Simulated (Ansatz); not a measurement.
AlCrB:
```cif
data_Al4B4Cr4
_chemical_formula_sum 'Al4 B4 Cr4'
_space_group_name_H-M_alt 'Cmcm'
_space_group_IT_number 63
_space_group_name_Hall '-C 2c 2'
_cell_length_a 3.00169
_cell_length_b 13.89468
_cell_length_c 2.96673
_cell_angle_alpha 90.000
_cell_angle_beta 90.000
_cell_angle_gamma 90.000
loop_
_atom_site_label
_atom_site_type_symbol
_atom_site_symmetry_multiplicity
_atom_site_Wyckoff_symbol
_atom_site_fract_x
_atom_site_fract_y
_atom_site_fract_z
_atom_site_occupancy
Al1 Al 4 c 0.00000 0.69135 0.25000 1
B1 B 4 c 0.00000 0.53233 0.25000 1
Cr1 Cr 4 c 0.00000 0.08391 0.75000 1
```
(The calculation used a cell of 6 atoms; values per cell refer to that cell.)

Relaxed with PBE.

Which orbitals make up the states near the Fermi level in PBE (plane waves, PAW; program Ansatz)?

Within 0.5 eV of the Fermi level: Cr 3d 86 %, Al 3p 7 %. Projections are on Löwdin-orthogonalised atomic valence shells; empty p or d shells of many metals are not among them.

Tabulate the density of states.

States/eV per cell of 6 atoms, in 0.25 eV bins, energy from the Fermi level.

| E (eV) | total | Cr 3d | B 2p | Al 3p |
|---|---|---|---|---|
| -7.85 | 1.32 | 0.23 | 0.37 | 0.32 |
| -7.60 | 1.27 | 0.23 | 0.35 | 0.31 |
| -7.35 | 1.33 | 0.24 | 0.41 | 0.31 |
| -7.10 | 1.58 | 0.29 | 0.57 | 0.32 |
| -6.85 | 1.36 | 0.26 | 0.47 | 0.30 |
| -6.60 | 1.47 | 0.28 | 0.52 | 0.31 |
| -6.35 | 1.35 | 0.26 | 0.52 | 0.26 |
| -6.10 | 1.69 | 0.34 | 0.71 | 0.30 |
| -5.85 | 1.89 | 0.41 | 0.86 | 0.29 |
| -5.60 | 1.84 | 0.42 | 0.90 | 0.23 |
| -5.35 | 2.28 | 0.60 | 0.98 | 0.37 |
| -5.10 | 2.07 | 0.54 | 0.80 | 0.47 |
| -4.85 | 2.26 | 0.63 | 0.87 | 0.52 |
| -4.60 | 2.45 | 0.71 | 0.98 | 0.55 |
| -4.35 | 2.95 | 0.99 | 1.11 | 0.65 |
| -4.10 | 3.16 | 1.01 | 1.06 | 0.90 |
| -3.85 | 3.47 | 1.16 | 1.06 | 1.08 |
| -3.60 | 3.16 | 1.37 | 0.96 | 0.69 |
| -3.35 | 2.92 | 1.50 | 0.83 | 0.49 |
| -3.10 | 2.41 | 1.44 | 0.44 | 0.42 |
| -2.85 | 2.53 | 1.64 | 0.31 | 0.43 |
| -2.60 | 3.20 | 2.26 | 0.28 | 0.48 |
| -2.35 | 4.08 | 2.80 | 0.36 | 0.72 |
| -2.10 | 4.54 | 3.03 | 0.39 | 0.88 |
| -1.85 | 3.48 | 2.45 | 0.27 | 0.60 |
| -1.60 | 2.02 | 1.41 | 0.15 | 0.28 |
| -1.35 | 3.27 | 2.21 | 0.20 | 0.48 |
| -1.10 | 5.81 | 4.70 | 0.18 | 0.60 |
| -0.85 | 3.20 | 2.82 | 0.08 | 0.20 |
| -0.60 | 1.99 | 1.76 | 0.07 | 0.12 |
| -0.35 | 1.93 | 1.74 | 0.06 | 0.09 |
| -0.10 | 1.87 | 1.66 | 0.07 | 0.09 |
| 0.15 | 2.30 | 1.91 | 0.12 | 0.19 |
| 0.40 | 3.59 | 2.96 | 0.21 | 0.27 |
| 0.65 | 4.95 | 4.07 | 0.27 | 0.39 |
| 0.90 | 5.69 | 4.64 | 0.29 | 0.46 |
| 1.15 | 4.03 | 3.00 | 0.40 | 0.41 |
| 1.40 | 4.42 | 3.07 | 0.57 | 0.42 |
| 1.65 | 3.46 | 2.10 | 0.51 | 0.40 |
| 1.90 | 2.64 | 1.22 | 0.39 | 0.39 |
| 2.15 | 3.80 | 1.57 | 0.53 | 0.54 |
| 2.40 | 3.54 | 1.33 | 0.48 | 0.59 |
| 2.65 | 3.14 | 1.16 | 0.55 | 0.57 |
| 2.90 | 3.28 | 1.22 | 0.68 | 0.54 |
| 3.15 | 2.25 | 0.77 | 0.53 | 0.38 |
| 3.40 | 1.79 | 0.59 | 0.38 | 0.29 |
| 3.65 | 2.05 | 0.66 | 0.38 | 0.37 |
| 3.90 | 2.70 | 0.85 | 0.48 | 0.50 |
| 4.15 | 2.22 | 0.56 | 0.41 | 0.45 |
| 4.40 | 2.14 | 0.46 | 0.39 | 0.49 |
| 4.65 | 2.18 | 0.42 | 0.39 | 0.56 |

The start of the workflow was typed in or built on a structure type; neither database checked (COD, Materials Project) lists it. Whether it is the stable phase at ambient conditions was not checked. The cell was relaxed with PBE under the symmetry of its start; its stability against distortions is not shown here. The workflow began spin-polarised and lost its moments.

Potentials: the later of the program's two PAW sets.
